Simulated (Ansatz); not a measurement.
All numbers below come from Ansatz, DFT PBE, scalar-relativistic, plane waves, PAW. All cells share a 420 eV cutoff and Γ-centred k meshes spaced at most about 0.3 Å⁻¹ (about 0.25 or finer for metals, 2π included). No spin polarisation in the final relaxations.

These are static total energies at zero pressure.

Two relaxed structures of Si₄Sn:

A.

Space group Fd-3m:1 (No. 227). a = 9.471 Å, b = 9.471 Å, c = 9.471 Å, α = 90.00°, β = 90.00°, γ = 90.00°
| atom | site | symmetry | x | y | z |
| --- | --- | --- | --- | --- | --- |
| Si | 32e | .3m | 0.4098 | 0.9098 | 0.4098 |
| Sn | 8b | -43m | 0.0000 | 0.0000 | 0.5000 |

B.

Space group R-3m:H (No. 166). a = 3.765 Å, b = 3.765 Å, c = 23.328 Å, α = 90.00°, β = 90.00°, γ = 120.00°
```tsv
atom	site	symmetry	x	y	z
Si	6c	3m	0.6667	0.3333	0.7506
Si	6c	3m	0.0000	0.0000	0.7961
Sn	3a	-3m	0.0000	0.0000	0.0000
```

Question: Which form is favoured at zero pressure, and by what margin per atom?

Answer: B is lower, by 0.36 eV/atom. A has space group Fd-3m (No. 227), 21.2 Å³/atom and no gap on its mesh; B has space group R-3m (No. 166), 19.1 Å³/atom and no gap. Counting Si atoms around Sn (those within 1.25 times the shortest such distance or 1.15 times the sum of covalent radii), A has Sn 4 and B has Sn 6. The denser one is the lower, and pressure would at first widen the difference. Even the lower one lies +0.32 eV/atom against the reference forms of the elements (uncorrected), so neither is stable at this level. Both come from invented guesses. A third cell relaxed alike, in R-3m, lies 121 meV/atom below the lower of the two; the R-3m cell fell into it when its atoms were moved at random.

Cells relaxed within their symmetry can be saddle points.
